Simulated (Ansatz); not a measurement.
Trial structure of Cd3InO, not yet relaxed:

```xyz
5
Lattice="4.6357 0.0000 0.0000 0.0000 4.6357 0.0000 0.0000 0.0000 4.6357" Properties=species:S:1:pos:R:3 pbc="T T T"
Cd    0.0000    0.0000    2.3179
Cd    2.3179    0.0000    0.0000
Cd    0.0000    2.3179    0.0000
In    0.0000    0.0000    0.0000
O     2.3179    2.3179    2.3179
```

Computed with DFT PBE, scalar-relativistic, plane waves, PAW (Ansatz). Cutoff 420 eV; k points 4×4×4 on the computed 5-atom cell (Γ-centred); Gaussian smearing, width 0.10 eV; collinear spin from starting moments 0.0 0.0 0.0 0.0 1.0 μB.

Formation energies are uncorrected and refer to the elements' standard structures at the same level (O₂ as a molecule).

Question: Estimate its pressure, forces and energy as it stands.

Answer: The pressure is 37.4 GPa (it wants to expand), the largest force is 0.00 eV/Å (symmetry fixes the atoms), and the energy is +1.52 eV/atom against the elements. The shortest distance is 2.32 Å.

Question: Is it a good guess?

Answer: A rough one: relaxing gains about 0.90 eV/atom (the start's value is from the coarse mesh, so the gain is rough) in 12 ionic steps and ends at +0.63 eV/atom on the finer mesh. The symmetry stays Pm-3m (No. 221). The end has the antiperovskite type. The volume per atom grows by 63.4 %, from 19.9 to 32.6 Å³. The shortest distance goes from 2.32 Å (Cd–In) to 2.73 Å (Cd–In). Conventional cell: a = 5.460 Å. Cd has 2 In at 2.73 Å, 4 O at 3.86 Å and 8 Cd at 3.86 Å; In has 6 Cd at 2.73 Å; O is surrounded by 12 Cd at 3.86 Å (long contacts).

The last run used collinear spin, an 8×8×8 mesh for its 5-atom cell and Gaussian smearing of 0.10 eV. Another magnetic order may lie lower. The relaxation can't lower the symmetry of the start, and the grade says only how near the guess is to its own end. Symmetry constrained the relaxation, so the result can be a saddle point. Another cell of Cd3InO relaxed alike but without spin, in Pmmm, lies 0.87 eV/atom lower, so this cell isn't the stable form at this level.
